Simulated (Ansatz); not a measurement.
With plane-wave PAW r²SCAN (Ansatz code), Y in the diamond structure (Fd-3m) relaxes to a = 6.913 Å. Y has 4 nearest neighbours from 2.99 Å (tetrahedral).

Electronic character: metallic (no gap). Gap from r²SCAN with spin–orbit coupling: none (metallic).

The relaxed-ion elastic constants in GPa are C11 = -27.3, C12 = 30.2, C44 = -175.

The start of the workflow was typed in or built on a structure type; neither database checked (COD, Materials Project) lists it. It is not the phase usual at ambient conditions (space group No. 194). Symmetry was held in the r²SCAN relaxation. At this level the phase is mechanically unstable. No spin polarisation was allowed. The volume moved by -21 % from the start of the relaxation. As this level gives no gap, shear constants depend on the k-mesh and smearing (Fermi–Dirac, 0.1 eV here). Scalar-relativistic: spin–orbit coupling is off unless named, which matters more the heavier the elements.

Potentials: the earlier of the program's two PAW sets.
